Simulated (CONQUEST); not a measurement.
Consider a self-consistent single point of TiSi2 (Pmm2, 12 atoms in the cell; from Materials Project mp-1077503, changed as shown).

```
CELL_PARAMETERS angstrom
      3.51538     0.00000     0.00000
      0.00000    13.46178     0.00000
      0.00000     0.00000     3.55020
ATOMIC_POSITIONS crystal
  Ti 0.50000 0.60312 0.75000
  Ti 0.00000 0.89688 0.25000
  Ti 0.00000 0.10015 0.75000
  Ti 0.50000 0.39688 0.25000
  Si 0.50000 0.94175 0.75000
  Si 0.00000 0.55825 0.25000
  Si 0.00000 0.75031 0.75000
  Si 0.50000 0.74969 0.25000
  Si 0.00000 0.44175 0.75000
  Si 0.50000 0.05825 0.25000
  Si 0.50000 0.25031 0.75000
  Si 0.00000 0.24969 0.25000
```

All values come from this method and carry its errors: PBE, numerical atomic orbitals double-zeta with polarisation (the shipped basis), PseudoDojo norm-conserving potentials made for PBE in CONQUEST.

CONQUEST settings:

```
key                                             value
---------------------  ------------------------------
basis                                             DZP
Diag.MPMeshX, Y, Z                              4 1 4
potentials             PseudoDojo norm-conserving PBE
Grid.GridCutoff                                140 Ha
DM.SolutionMethod                              diagon
Diag.kT                                   0.003675 Ha
Diag.GammaCentred                                true
minE.SCTolerance                              1.0e-06
SC.MaxIters                                       100
SC.LinearMixingFactor                             0.3
SC.KerkerPreCondition                            true
SC.KerkerFactor                            0.1 1/bohr
AtomMove.TypeOfRun                             static
```

Results:

Number of valence electrons: 80
Number of bands: 180
Number of k-points after the program's reduction: 12
Size of the basis: 180
Number of SCF iterations: 11
FFT grid: 36 × 144 × 36
Free energy E − TS: -7386.1838 eV
Fermi level (on the code's own zero): -6.40 eV
Pressure: 6.36 GPa
Largest force (vector length): 0.431 eV/Å

Forces (eV/Å):
| atom | Fx | Fy | Fz |
|---|---|---|---|
| Ti1 | 0.000 | -0.112 | 0.000 |
| Ti2 | 0.000 | 0.027 | 0.000 |
| Ti3 | 0.000 | 0.431 | 0.000 |
| Ti4 | 0.000 | -0.023 | 0.000 |
| Si5 | 0.000 | -0.317 | 0.000 |
| Si6 | 0.000 | 0.260 | 0.000 |
| Si7 | 0.000 | 0.078 | 0.000 |
| Si8 | 0.000 | -0.067 | 0.000 |
| Si9 | 0.000 | -0.219 | 0.000 |
| Si10 | 0.000 | 0.189 | 0.000 |
| Si11 | 0.000 | -0.045 | 0.000 |
| Si12 | 0.000 | -0.196 | 0.000 |

For comparison: a first run was changed to give this one (atom 3 moved by -0.04 angstrom along y), and from it to this one the free energy is nearly the same (within 1 meV/atom), the pressure goes from 6.47 to 6.36 GPa and the largest force goes from 0.238 to 0.431 eV/Å.

The program uses no crystal symmetry, so grid and mesh can part values that symmetry would make equal. The atom-centred basis is finite, which shifts total energies, pressures and forces against plane waves. The structure comes from a collection of computed structures, made at another level of theory; the collection holds predicted forms beside known ones. Its lattice was then scaled. No clean gap shows at this smearing width and mesh (spacing up to 0.47 Å⁻¹); the mesh is coarse for partly filled bands, so the values carry mesh errors.

Cost on one core: around 2.9 core-minutes (rough).
